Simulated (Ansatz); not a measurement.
**TaN (rock salt): energy over volume and axial ratio**

TaN (rock salt)

```cif
data_N4Ta4
_chemical_formula_sum 'N4 Ta4'
_space_group_name_H-M_alt 'Fm-3m'
_space_group_IT_number 225
_space_group_name_Hall '-F 4 2 3'
_cell_length_a 4.37561
_cell_length_b 4.37561
_cell_length_c 4.37561
_cell_angle_alpha 90.000
_cell_angle_beta 90.000
_cell_angle_gamma 90.000
loop_
_atom_site_label
_atom_site_type_symbol
_atom_site_symmetry_multiplicity
_atom_site_Wyckoff_symbol
_atom_site_fract_x
_atom_site_fract_y
_atom_site_fract_z
_atom_site_occupancy
N1 N 4 a 0.00000 0.00000 0.00000 1
Ta1 Ta 4 b 0.50000 0.50000 0.50000 1
```
(The calculation used a cell of 2 atoms; values per cell refer to that cell.)

Grid over V/V₀ and (c/a)/(c/a)₀, subscript 0 meaning the relaxed cell; the conventional c axis lies along z; no internal relaxation.

Computed with PBEsol (plane waves to 420 eV, PAW, scalar-relativistic; Ansatz, a first-principles code). k mesh 18×18×18 (Γ-centred), Fermi-Dirac smearing 0.05 eV. Energies are smeared free energies. Stress and pressure are positive under compression. With partly filled bands, the response to shear is sensitive to the k mesh, so small differences along c/a are uncertain. Spin-orbit coupling is left out, though Ta is heavy. TaN is run without spin polarisation. TaN was relaxed with its symmetry unable to fall. This is a high-temperature form of TaN. ΔE is measured from the relaxed starting cell.

ΔE (kJ/mol of atoms), with V/V₀ across and (c/a)/(c/a)₀ down:

```
(c/a)/(c/a)₀ \ V/V₀  0.920  0.947  0.973  1.000  1.027  1.053  1.080
-------------------  -----  -----  -----  -----  -----  -----  -----
0.960                 11.5    6.4    3.4    2.3    2.9    4.8    7.9
0.973                  9.7    4.8    1.9    1.0    1.7    3.7    7.0
0.987                  8.7    3.8    1.1    0.2    1.0    3.1    6.4
1.000                  8.4    3.5    0.8    0.0    0.8    2.9    6.3
1.013                  8.7    3.8    1.1    0.2    1.0    3.1    6.4
1.027                  9.6    4.6    1.8    0.9    1.6    3.6    6.9
1.040                 11.1    5.9    3.0    1.9    2.5    4.4    7.5
```

σzz (GPa), with V/V₀ across and (c/a)/(c/a)₀ down:

```csv
(c/a)/(c/a)₀ \ V/V₀,0.920,0.947,0.973,1.000,1.027,1.053,1.080
0.960,65.0,48.0,33.2,20.3,9.0,-0.8,-9.5
0.973,54.1,38.3,24.6,12.6,2.3,-6.8,-14.7
0.987,44.4,29.7,16.9,5.9,-3.7,-12.0,-19.2
1.000,35.8,22.1,10.2,0.0,-8.9,-16.5,-23.1
1.013,27.8,15.1,4.1,-5.3,-13.5,-20.5,-26.5
1.027,20.5,8.8,-1.3,-9.9,-17.3,-23.7,-29.1
1.040,14.6,3.8,-5.4,-13.2,-20.0,-25.7,-30.6
```

Read from the data:

The shear modulus C′ = (C11 − C12)/2 (fit, atoms clamped) comes out as 320 GPa. Lowest place on the grid: V/V₀ = 1.000, (c/a)/(c/a)₀ = 1.000 (0 meV/atom). Highest place on the grid: V/V₀ = 0.920, (c/a)/(c/a)₀ = 0.960 (119 meV/atom).

The 49 points together took about 11 core-minutes (a rough figure).

(A scan under strain: stresses follow from slopes of the energy per volume, elastic moduli from its curvatures.)
